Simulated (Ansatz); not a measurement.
TaP:
Space group P-6m2 (No. 187); a = b = 3.263 Å, c = 3.297 Å, α = β = 90.00°, γ = 120.00°

| atom | site | symmetry | x | y | z |
|---|---|---|---|---|---|
| Ta | 1e | -6m2 | 0.6667 | 0.3333 | 0.0000 |
| P | 1b | -6m2 | 0.0000 | 0.0000 | 0.5000 |

This is the LDA-relaxed structure.

Task: All from plane-wave PAW LDA (Ansatz code), unless another level is named. Estimate the bulk modulus (Birch–Murnaghan fit).

Result: 217 GPa.

Task: Give the highest zone-centre frequency.

Result: 372 cm^-1.

The first step of the workflow began from a Materials Project structure, measured or hypothetical; the Crystallography Open Database copy checked does not list it. COD files the formula under space group No. 141, so this cell is another polymorph or a model. Its standing as an ambient phase is unchecked. Symmetry was held in the LDA relaxation; of distortions, only those at the zone centre were tested. No spin polarisation was allowed. As this level gives no gap, phonon frequencies hold no LO–TO term and depend on the k-mesh and smearing (Fermi–Dirac, 0.1 eV here). Spin–orbit coupling is left out wherever it is not named.

Potentials: the later of the program's two PAW sets.
